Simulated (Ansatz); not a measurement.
The elements of this relaxed trial crystal are hidden behind letters.

```
lattice vectors (Å)
   3.5101    0.0000    0.0000
  -1.7550    3.0398    0.0000
   0.0000    0.0000   13.1647
fractional positions
X 0.3333 0.6667 0.0794
X 0.6667 0.3333 0.5794
X 0.6667 0.3333 0.9206
X 0.3333 0.6667 0.4206
X 0.0000 0.0000 0.2500
X 0.0000 0.0000 0.7500
Z 0.0000 0.0000 0.0000
Z 0.0000 0.0000 0.5000
Z 0.3333 0.6667 0.2500
Z 0.6667 0.3333 0.7500
```

These are results of DFT PBE, scalar-relativistic, plane waves, PAW in Ansatz 0.2.0, not measurements. The final run on the 10-atom cell used 420 eV, a Γ-centred 12×12×4 mesh, 0.10 eV smearing and no spin polarisation.

| Item | Value |
| --- | --- |
| Space group | P6_3/mmc (No. 194) |
| Conventional cell | a = 3.510 Å, c = 13.165 Å |
| Volume per atom | 14.05 Å³ |
| Density | 7.16 g/cm³ |
| Formation energy | −0.18 eV/atom |
| Gap on the 12×12×4 mesh of the 10-atom cell | 0 eV (a metal) |

Energies are uncorrected and count from the elements' standard states at the same level.

Q: X is a d-block element of period 5 and Z is a p-block element of period 2. Which elements are they?

A: X = Nb, Z = C, so the formula is Nb3C2. Density times volume gives a mean mass of 7.16 × 14.05/1.6605 = 60.6 u per atom, and this set has 60.5 u. Among the elements that the hints allow, noble gases aside, only these give it. Nb on a site of symmetry 3m is surrounded by 4 C at 2.25–2.28 Å and 6 Nb at 2.91–3.02 Å; Nb on a site of symmetry -6m2 is surrounded by 3 C at 2.03 Å; C on a site of symmetry -3m is surrounded by 6 Nb at 2.28 Å; 1 more site not described.

Symmetry constrained the relaxation, so the result can be a saddle point. Another cell of Nb3C2 relaxed alike, in Cmmm, lies 244 meV/atom lower, so this cell isn't the stable form at this level.
